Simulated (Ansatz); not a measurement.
TeO$_{2}$:
Space group P2₁2₁2₁ (No. 19); a = 4.4334 Å, b = 4.8828 Å, c = 8.7839 Å, α = 90.00°, β = 90.00°, γ = 90.00°

| atom | site | symmetry | x | y | z |
|---|---|---|---|---|---|
| Te | 4a | 1 | 0.3814 | 0.0322 | 0.6025 |
| O | 4a | 1 | 0.2746 | 0.3571 | 0.4603 |
| O | 4a | 1 | 0.1710 | 0.7535 | 0.2754 |

Relaxed with r²SCAN.

Task: Tabulate the valence density and the electron localisation function along the shortest Te–O contact (1.86 Å), plane-wave PAW r²SCAN (Ansatz code).

Result: 

```csv
distance from Te (Å),density (e/Å³),ELF
0.19,15.53,0.00
0.28,13.17,0.01
0.37,10.36,0.02
0.46,7.49,0.06
0.56,4.92,0.14
0.65,2.95,0.22
0.74,1.72,0.29
0.84,1.17,0.35
0.93,1.07,0.43
1.02,1.20,0.56
1.12,1.45,0.69
1.21,1.87,0.75
1.30,2.54,0.75
1.39,3.45,0.70
1.49,4.48,0.60
1.58,5.52,0.46
1.67,6.48,0.33
```

The density is the valence pseudo-density with augmentation charge, so density and ELF within about 1 Å of a nucleus are not all-electron values.

Space group P2_12_12_1. The workflow started from a Materials Project entry (that database holds measured and hypothetical structures alike); the Crystallography Open Database files this formula in space group No. 19, but the cells were not matched. Its standing as an ambient phase is unchecked. Symmetry was held in the r²SCAN relaxation; its stability against distortions is not shown here. Scalar-relativistic: spin–orbit coupling is off unless named, which matters more the heavier the elements.

Potentials: the later of the program's two PAW sets.
